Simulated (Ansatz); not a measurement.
## Cu: energy along a strain

Cu, P6_3/mmc, a = 2.534 Å, c = 4.113 Å (as given, not relaxed at this level: -1.6 GPa). This isn't the element's structure at ambient conditions. Ansatz: PBEsol, PAW, 420 eV, Γ-centred 24×24×12 mesh on 2 atoms, Gaussian smearing 0.15 eV; no spin polarisation. Cell vectors (Å): 2.534 0.000 0.000; -1.267 2.195 0.000; 0.000 0.000 4.113. The cell is strained by x per cent times the pattern (0 1 0 0 0 0) in the order xx yy zz yz xz xy (engineering shears), with fractional coordinates held. y is the free energy over the start, V0 = 11.436 Å³/atom.

```tsv
x (%)	y (meV/atom)
-4.00	9.72
-3.00	4.06
-2.00	0.65
-1.00	-0.66
0.00	0.00
1.00	2.49
2.00	?
3.00	12.41
3.50	15.82
4.00	19.56
```

Problem. Fit y = c1 x + c2 x² + c3 x³ to the other rows, get the stiffness along the pattern, and predict the missing energy.

Solution. Least squares on the rows shown. y = 1.5984 x + 0.91506 x² − 0.023010 x³. The clamped-ion stiffness p·C·p = 2 × 9.151 eV × 160.2 / 11.436 Å³ = 256 GPa, which is C22 in these axes (second derivative at the start, which stands under stress). At x = 2.00 the fit asked for gives 6.67 meV/atom. The run gave 6.67 meV/atom, the same to the digits shown.